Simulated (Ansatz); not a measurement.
Input and command of a plane-wave DFT calculation in Ansatz:

```yaml
crystal:
  lattice:
    - [3.3087978973, 0.0, 0.0]
    - [-1.6543989486, 2.865503035, 0.0]
    - [0.0, 0.0, 5.268]
  atoms:
    - { symbol: Sc, position: [0.2940732109, 0.5881464218, 0.25] }
    - { symbol: Sc, position: [0.6666666667, 0.3333333333, 0.75] }
basis:
  ecutwfc: 420
kpoints:
  mp_grid: { grid: [18, 18, 10] }
hamiltonian:
  xc: pbesol
scf:
  occupations: { method: gaussian, width: 0.15 }
output:
  forces: true
  stress: true
  eigenvalues: true
```

```bash
ansatz run input.yaml --threads 1 --pin off --max-ram 2560MiB --backend cpu --events-out ev --progress --plain --runs-dir out
```

Processor: Arm Neoverse V1, 1 thread, on a host shared with other jobs.

**Question.** Estimate time, memory and problem size.

**Answer.** About 21 s on 1 thread of Arm Neoverse V1, on a shared host, peak memory 0.58 GiB. It solves 15 bands at 546 k points (the mesh reduced by symmetry) with about 977 plane waves, in 6 SCF iterations.
